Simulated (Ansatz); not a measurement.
Values for one crystal, relaxed and computed with PBEsol (plane waves, PAW; program Ansatz); other levels are named.

| Property | Value |
|---|---|
| Volume per atom | 13.10 Å³ |
| Electronic character | metallic (no gap) |
| Debye temperature from the elastic constants | 407 K |
| Mechanical stability | stable (all eigenvalues of C positive) |
| Poisson's ratio | 0.30 |
| Formation energy from the elements (no fitted shifts) | -0.37 eV/atom |
| Elastic constants (relaxed ions, GPa) | C11 = 232, C22 = 204, C33 = 192, C12 = 154, C13 = 113, C23 = 121, C44 = 77.4, C55 = 117, C66 = 119 |

Task: Which compound is it?
(A) Ge2BSb, R3m (B on 3a, Sb on 3a, Ge on 3a, Ge on 3a)
(B) GeOs, P-6m2 (Os on 1a, Ge on 1f)
(C) AlSiGeN, R3m (Al on 3a, N on 3a, Ge on 3a, Si on 3a)
(D) NiGe, Pnma (Ni on 4c, Ge on 4c)

Result: D, NiGe, Pnma (Ni on 4c, Ge on 4c)

The cell was relaxed with PBEsol under the symmetry of its start. The run is not spin-polarised. As this level gives no gap, shear constants depend on the k-mesh and smearing (Fermi–Dirac, 0.1 eV here). On the denser mesh and wider smearing of the elastic run this cell carries a stress of 0.4 GPa. The references are the lowest solids computed at this level, not always the standard phases. Scalar-relativistic: spin–orbit coupling is off unless named, which matters more the heavier the elements.

Potentials: the earlier of the program's two PAW sets. The files were generated under PBE; for other functionals the program regenerates the frozen cores, and for LDA and PBEsol the local potential too.
